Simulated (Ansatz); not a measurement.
Input:

Relaxed KMgF₃ (cubic perovskite):

```yaml
crystal:
  lattice:
    - [8.10854, 0.00000, 0.00000]
    - [4.05427, 4.05427, 0.00000]
    - [0.00000, 0.00000, 4.05427]
  atoms:
    - { symbol: K, position: [0.00000, 0.50000, 0.50000] }
    - { symbol: K, position: [0.50000, 0.50000, 0.50000] }
    - { symbol: Mg, position: [0.00000, 0.00000, 0.00000] }
    - { symbol: Mg, position: [0.50000, 0.00000, 0.00000] }
    - { symbol: F, position: [0.75000, 0.50000, 0.00000] }
    - { symbol: F, position: [0.25000, 0.50000, 0.00000] }
    - { symbol: F, position: [0.25000, 0.00000, 0.00000] }
    - { symbol: F, position: [0.75000, 0.00000, 0.00000] }
    - { symbol: F, position: [0.00000, 0.00000, 0.50000] }
    - { symbol: F, position: [0.50000, 0.00000, 0.50000] }
```

A phonon eigenvector at M = (0.5, 0.5, 0.0) is frozen into this cell: atom i moves by Q times the vector below, so Q is the largest atomic displacement, in Å. The cell is held. (q is in reciprocal vectors of the primitive cell; the cell shown is doubled to hold the pattern.)

```json
[
 {"atom": "Mg3", "x": "0.000", "y": "0.000", "z": "0.598"},
 {"atom": "Mg4", "x": "0.000", "y": "0.000", "z": "-0.598"},
 {"atom": "F9", "x": "0.000", "y": "0.000", "z": "-1.000"},
 {"atom": "F10", "x": "0.000", "y": "0.000", "z": "1.000"}
]
```

Atoms not listed stay in place.

These are PBE (plane waves to 420 eV, PAW, scalar-relativistic; Ansatz, an electronic-structure program) values and carry that method's errors. k mesh 8×8×8 (Γ-centred), Fermi-Dirac smearing 0.05 eV. E stands for the smeared free energy. KMgF3 was relaxed with its symmetry unable to fall. The zero of ΔE is the undisplaced structure.

The scan covers Q from -0.100 to 0.100 Å in 13 points.

### Question
Which space group does the distorted structure have?

### Answer
P4/nmm (No. 129), lowered from Pm-3m.

### Question
What is the energy change at Q = 0.100 Å?

### Answer
190.6 meV/cell.

### Question
What harmonic wavenumber does the curvature at Q = 0 give?

### Answer
415 cm⁻¹.

(A displaced cell: forces are minus the slopes of the energy, force constants its curvatures, and phonons follow from these.)
